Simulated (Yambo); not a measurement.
Quantum ESPRESSO input (LDA, PseudoDojo standard norm-conserving files, scalar-relativistic) whose wavefunctions are converted with p2y:

```
&CONTROL
  calculation = 'nscf'
  pseudo_dir = './pseudo'
  outdir = './out'
/
&SYSTEM
  ibrav = 0
  nat = 2
  ntyp = 2
  ecutwfc = 82.3
  ecutrho = 329.2
  occupations = 'fixed'
  force_symmorphic = .true.
  nbnd = 119
  assume_isolated = '2D'
/
&ELECTRONS
  conv_thr = 2e-09
  diago_full_acc = .true.
  diago_thr_init = 1e-08
/
ATOMIC_SPECIES
Ge 72.6300 Ge.upf
Te 127.6000 Te.upf
CELL_PARAMETERS angstrom
  3.835261880826   0.000000000000   0.000000000000
 -1.917630940413   3.321434218962   0.000000000000
  0.000000000000   0.000000000000  14.400000000000
ATOMIC_POSITIONS crystal
Ge   0.333333333000   0.666666667000   0.053640015800
Te  -0.000000000000   0.000000000333  -0.053640015800
K_POINTS automatic
3 3 1 0 0 0
```

Yambo's initialisation report on symmetry, reciprocal space, the k grid and the gaps on this mesh:

```
  [02.02] Symmetries
  ==================

  Inversion symmetry    : yes
  Spatial inversion     : no
  Inversion index       :   7
  K-space Time-reversal : yes
  Magnetic symmetries   : no
  Time-reversal derived K-space symmetries:   7  12
  Group table correct   : yes
  Symmetries units      :  [cc]

  [02.03] Reciprocal space
  ========================

  nG shells         :   5586
  nG charge         :  124849
  nG WFs            :  18533
  nC WFs            :  15643
  G-vecs. in first 80 shells:  [ Number ]
     1    3    5    7    9   15   27   39   41
    53   65   67   79   81   93   99  111  123
   125  137  149  161  167  179  191  193  205
   217  229  241  253  265  267  279  291  303
    315   327   329   341   353   377   401   413   425
    437   461   463   487   499   511   535   547   571
    573   579   591   603   615   627   639   663   675
    687   699   723   725   737   749   761   785   797
    809   821   823   835   841   853   865   889
  ...
  Shell energy in first 80 shells:  [ mHa ]
     0.0000   26.6567  106.6270  239.9107  426.5078  501.0496  527.7063  607.6765  666.4185
    740.960      927.557      959.643      1167.47      1306.18      1460.69      1503.15      1529.81      1609.78
    1706.03      1743.06      1807.23      1929.66      2004.20      2030.86      2110.83      2159.20      2169.57
    2207.08      2244.11      2430.71      2462.79      2660.25      2665.67      2670.62      2809.33      2963.84
    3166.72      3209.18      3225.47      3310.38      3507.35      3534.00      3613.97      3662.34      3710.23
    3726.52      3747.26      3838.57      3933.85      4163.39      4168.82      4173.77      4339.62      4466.99
    4504.99      4509.45      4536.10      4616.07      4669.87      4728.61      4749.36      4813.53      4935.95
    5006.04      5175.86      5213.38      5224.72      5229.66      5341.72      5469.09      5666.54      5725.77
    5815.63      5842.77      5997.77      6008.14      6012.59      6039.25      6119.22      6173.02
  ...

  [02.04] K-grid lattice
  ======================

  Compatible Grid is   : 2D
  Base K vectors       :  K_min[ 1 ]  K_min[ 2 ]  K_min[ 3 ]
  K_min[ 1 ] : -0.33333     -0.60008E-13   0.0000     [rlu]
  K_min[ 2 ] :  0.000000 -0.333333  0.000000 [rlu]
  Grid dimensions      :  3  3
  K lattice UC volume  :  0.022265 [a.u.]

  IBZ K-points                                      :  3
  BZ  K-points                                      :   9

  K/Q-points units:
  rlu = crystal or reduced units; cc = cartesian coordinates; iku = interal k-units

  K [1]          [rlu]:  0.000000  0.000000  0.000000
         WF components:  15643
  K [2]          [rlu]:  0.000000  0.333333  0.000000
         WF components:  15628
  K [3]          [rlu]:  0.333333  0.333333  0.000000
         WF components:  15534

  [02.05] Energies & Occupations
  ==============================

  [X] === General ===
  [X] Electronic Temperature                        :  0.000000  0.000000 [eV K]
  [X] Bosonic    Temperature                        :  0.000000  0.000000 [eV K]
  [X] Finite Temperature mode                       : no
  [X] El. density                                   :  0.16355E+24 [cm-3]
  [X] Fermi Level                                   : -5.343202 [eV]

  [X] === Gaps and Widths ===
  [X] Conduction Band Min                           :  1.593889 [eV]
  [X] Valence Band Max                              :  0.000000 [eV]
  [X] Filled Bands                                  :  15
  [X] Empty Bands                                   :   16  119
  [X] Direct Gap                                    :  2.068788 [eV]
  [X] Direct Gap localized at k                     :  1
  [X] Indirect Gap                                  :  1.593889 [eV]
  [X] Indirect Gap between kpts                     :  1  2
  [X] Last valence band width                       :  1.523633 [eV]
  [X] 1st conduction band width                     :  0.474899 [eV]
```
The gaps are LDA values on this mesh alone; only operations without fractional translations are kept.

Spin-orbit coupling is not included.

Geometry relaxed with LDA.
